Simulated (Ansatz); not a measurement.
One crystal and one scan (energy over volume and axial ratio) at two levels, r2SCAN (plane waves to 500 eV, PAW, scalar-relativistic; Ansatz, a quantum-chemistry and plane-wave program) and PBE (plane waves to 420 eV, PAW, scalar-relativistic; Ansatz), each from its own relaxed cell and on its own mesh. The cell shown is that of r2SCAN.

CuI (zinc blende)

```
CELL_PARAMETERS angstrom
      0.00000     3.01151     3.01151
      3.01151     0.00000     3.01151
      3.01151     3.01151     0.00000
ATOMIC_POSITIONS crystal
  I  0.75000 0.75000 0.75000
  Cu 0.00000 0.00000 0.00000
```

Two coordinates are scanned: the volume, and the ratio of the stretch along z (the conventional c axis) to the stretch across it. Atoms keep their fractional coordinates.

The energy includes the smearing's −TS. CuI is run without spin polarisation. CuI was relaxed with its symmetry unable to fall. Spin-orbit coupling is left out, though I is heavy. Percentages come from the unrounded values. Both scans cover V/V₀ from 0.920 to 1.080 and (c/a)/(c/a)₀ from 0.960 to 1.040.

Results of r2SCAN:

- Lattice constant a (Å) = 6.023
- Band gap of the relaxed cell, no spin-orbit coupling (eV) = 1.67
- Shear modulus C′ = (C11 − C12)/2 (fit, atoms clamped) (GPa) = 9.1

What does PBE give for the same quantities?


```json
[
 {"quantity": "Lattice constant a (Å)", "PBE": "6.079", "r2SCAN − PBE": "-0.056 (-0.9 %)"},
 {"quantity": "Band gap of the relaxed cell, no spin-orbit coupling (eV)", "PBE": "1.10", "r2SCAN − PBE": "+0.57 (+52 %)"},
 {"quantity": "Shear modulus C′ = (C11 − C12)/2 (fit, atoms clamped) (GPa)", "PBE": "8.9", "r2SCAN − PBE": "+0.2 (+3 %)"}
]
```

r2SCAN gives the higher value for: band gap of the relaxed cell, no spin-orbit coupling. r2SCAN gives the lower value for: lattice constant a.

(A scan under strain: stresses follow from slopes of the energy per volume, elastic moduli from its curvatures.)
